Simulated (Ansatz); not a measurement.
Given:

B:
```
B
1.0
   -1.14693     1.14693     1.14693
    1.14693    -1.14693     1.14693
    1.14693     1.14693    -1.14693
B
1
Direct
  0.00000   0.00000   0.00000
```

This is the r²SCAN-relaxed structure.

Question: All from plane-wave PAW r²SCAN (Ansatz code), unless another level is named. Give the bulk modulus (Birch–Murnaghan fit).

Answer: 241 GPa.

Question: What about the elastic constants (relaxed ions, GPa)?

Answer: C11 = -211, C12 = 469, C44 = -93.3.

Space group Im-3m (bcc (W type)). A made-up cell: these elements were put on the sites of a structure type; neither database checked (COD, Materials Project) lists it. It is not the phase usual at ambient conditions (space group No. 166). The cell was relaxed with r²SCAN under the symmetry of its start. At this level the phase is mechanically unstable. As this level gives no gap, shear constants depend on the k-mesh and smearing (Fermi–Dirac, 0.1 eV here).

Potentials: the later of the program's two PAW sets.
